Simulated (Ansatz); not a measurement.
Li3Pb:
```yaml
crystal:
  lattice:
    - [0.00000, 3.33450, 3.33450]
    - [3.33450, 0.00000, 3.33450]
    - [3.33450, 3.33450, 0.00000]
  atoms:
    - { symbol: Pb, position: [0.00000, 0.00000, 0.00000] }
    - { symbol: Li, position: [0.50000, 0.50000, 0.50000] }
    - { symbol: Li, position: [0.25000, 0.25000, 0.25000] }
    - { symbol: Li, position: [0.75000, 0.75000, 0.75000] }
```

Relaxed with r²SCAN. Special points in fractions of this cell's reciprocal vectors: Γ (0.000, 0.000, 0.000); X (0.500, 0.000, 0.500); U (0.625, 0.250, 0.625); K (0.375, 0.375, 0.750); L (0.500, 0.500, 0.500); W (0.500, 0.250, 0.750).

List the band energies nearest the Fermi level at these points for plane-wave PAW r²SCAN with spin–orbit coupling (Ansatz code).

In eV from the Fermi level; about four levels below and three above (degenerate sets whole), none deeper than 8.9 eV; points with the same levels are listed once.

```csv
k,below,above
Γ,–,0.16 0.16 1.86 1.86 1.86 1.86
X,-1.60 -1.60 -1.09 -1.09,1.38 1.38 3.92 3.92
U,-2.15 -2.15 -0.87 -0.87,2.27 2.27 5.26 5.26
L,-8.38 -8.38 -3.43 -3.43,0.00 0.00 0.95 0.95
W,-1.95 -1.95 -1.67 -1.67,3.60 3.60 4.62 4.62
```

Space group Fm-3m. The workflow started from an entry of the Crystallography Open Database (COD). Whether it is the stable phase at ambient conditions was not checked. Symmetry was held in the r²SCAN relaxation; its stability against distortions is not shown here.

Potentials: the later of the program's two PAW sets.
